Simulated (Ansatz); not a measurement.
**TlPd3: stiffness from a series of strains**

```yaml
crystal:
  lattice:
    - [-2.07300, 2.07300, 3.74850]
    - [2.07300, -2.07300, 3.74850]
    - [2.07300, 2.07300, -3.74850]
  atoms:
    - { symbol: Tl, position: [0.00000, 0.00000, 0.00000] }
    - { symbol: Pd, position: [0.75000, 0.25000, 0.50000] }
    - { symbol: Pd, position: [0.25000, 0.75000, 0.50000] }
    - { symbol: Pd, position: [0.50000, 0.50000, 0.00000] }
```

Atom numbers follow the list: Tl1, Pd2, Pd3, Pd4.

The cell is COD entry 1522856, as deposited and not checked against the literature; nothing was relaxed.

Spin polarisation is left out, and whether a magnetic state lies lower isn't shown here.

No spin–orbit coupling, which matters for the heavy atoms here.

Method: DFT, PBEsol, all-electron LAPW, scalar-relativistic in Ansatz 0.2.0.

Numerical set-up: a Γ-centred 12×12×12 k mesh, Fermi–Dirac smearing of 0.08 eV, basis error target 1 meV/atom, no spin polarisation.

The strain is applied along the Cartesian axes of the cell as listed (the other components stay zero). Fractional coordinates are held (clamped ions).

σ is the change of stress from the unstrained cell, which is at -0.07 GPa; tension is positive, so slopes are stress–strain coefficients at that pressure. In a metal the k mesh adds noise.

Only quantities that a quadratic follows smoothly over the whole series are listed; rougher ones are left out.

```tsv
εxx = εyy	σzz (GPa)	σxx (GPa)
-0.0200	-6.92	-7.63
-0.0100	-3.26	-3.59
0.0000	0.00	0.00
0.0200	5.47	5.97
```

(1) Fit the series and read off the stiffness at zero strain.

(2) One run, at εxx = εyy = 0.0100, is withheld. Predict its row.

## Answers

(1) Least-squares fits y = p0 + p1 x + p2 x² to the rows give σzz (GPa): p1 = 310, p2 = -1800; σxx (GPa): p1 = 340, p2 = -2100. So C13 + C23 = 310 GPa and C11 + C12 = 340 GPa, for these axes.

(2) The fits give 2.92, 3.20; the run gave 2.89, 3.17.
